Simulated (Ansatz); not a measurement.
Input:

SiC:
```cif
data_C2Si2
_chemical_formula_sum 'Si2 C2'
_space_group_name_H-M_alt 'P63/mmc'
_space_group_IT_number 194
_space_group_name_Hall '-P 6c 2c'
_cell_length_a 3.12259
_cell_length_b 3.12259
_cell_length_c 5.22278
_cell_angle_alpha 90.000
_cell_angle_beta 90.000
_cell_angle_gamma 120.000
loop_
_atom_site_label
_atom_site_type_symbol
_atom_site_symmetry_multiplicity
_atom_site_Wyckoff_symbol
_atom_site_fract_x
_atom_site_fract_y
_atom_site_fract_z
_atom_site_occupancy
Si1 Si 2 c 0.33333 0.66667 0.25000 1
C1 C 2 d 0.66667 0.33333 0.25000 1
```

This is the PBE+D3(BJ)-relaxed structure.

Question: All from plane-wave PAW PBE+D3(BJ) (Ansatz code), unless another level is named. Give the smallest direct gap on the standard path.

Answer: 2.58 eV.

Question: Next, the band gap?

Answer: 0.98 eV (indirect).

Question: And the electron effective mass?

Answer: 0.15, 1.0, 1.0 mₑ (principal values).

Question: Predict the formation energy from the elements (no fitted shifts).

Answer: 0.18 eV/atom.

Question: Predict the weight of the valence-edge state by species (Voronoi cells).

Answer: C 86 %, Si 14 %.

Question: Give the weight of the conduction-edge state by species (Voronoi cells).

Answer: Si 62 %, C 38 %.

Space group P6_3/mmc. The start of the workflow was typed in or built on a structure type; neither database checked (COD, Materials Project) lists it. It is not the phase usual at ambient conditions (space group No. 186, 216). The PBE+D3(BJ) relaxation kept the symmetry of its start; its stability against distortions is not shown here. The volume moved by -44 % from the start of the relaxation. Its formation energy is positive at this level, so the cell may be metastable or incomplete. The references are the lowest solids computed at this level, not always the standard phases.

Potentials: the later of the program's two PAW sets.
